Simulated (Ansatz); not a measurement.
## An elastic constant from a strain scan in ScHg

Computed with DFT PBEsol, scalar-relativistic, plane waves, PAW in Ansatz 0.2.0. Settings: plane waves to 420 eV, k-mesh 14×14×14 (Γ-centred), Gaussian smearing 0.15 eV. Spin–orbit coupling is left out, which can shift energies with elements as heavy as these. No spin polarisation. Energies are free energies at this smearing, counted from the undisturbed cell; pressure is positive in compression.

Reference structure (as given, not relaxed at this level; it stands at -0.9 GPa, and it needn't be the usual structure):

```xyz
2
Lattice="3.4800 0.0000 0.0000 0.0000 3.4800 0.0000 0.0000 0.0000 3.4800" Properties=species:S:1:pos:R:3 pbc="T T T"
Sc    1.7400    1.7400    1.7400
Hg    0.0000    0.0000    0.0000
```

The cell is strained by ε times the Voigt pattern (0, 0, 0, 0, 0, 1) (xx, yy, zz, yz, xz, xy; engineering shear) with fractional coordinates fixed. The cell holds 2 atoms in V0 = 42.14 Å³. The stress column is τ = (1/V0) dE/dε, got from the stress tensor σ (compression positive) at each point as −det(1 + εP) σ : P(1 + εP)⁻¹, with P the pattern as a tensor.

| ε | ΔE (meV/atom) | τ (GPa) |
| --- | --- | --- |
| -0.0200 | ? | ? |
| -0.0100 | 0.339 | -0.517 |
| 0.0000 | 0.000 | 0.000 |
| 0.0050 | 0.084 | 0.259 |
| 0.0150 | 0.764 | 0.775 |

Task: Which combination of elastic constants does this scan measure, and how large is it?

Result: For small ε, τ = τ0 + Kε with K = pᵀCp, which for this pattern is C44 in the cubic axes. The parabola through τ at ε = -0.0100, 0 and 0.0050 has slope K = 52 GPa at zero. The energies per cell, E = NΔE, of the same two points give K = 2[E(ε₊)/ε₊ − E(ε₋)/ε₋]/[(ε₊ − ε₋)V0] = 51 GPa, in agreement.

Task: Predict the withheld row at ε = -0.0200 from the harmonic law, and compare.

Result: ΔE = V0(τ0 ε + Kε²/2)/N = 1.360 meV/atom and τ = -1.03 GPa. The calculation gives 1.359 meV/atom and -1.03 GPa, a miss of 0.01 meV/atom at most, so the harmonic law still holds here.

In a metal these slopes depend on the k mesh and the smearing.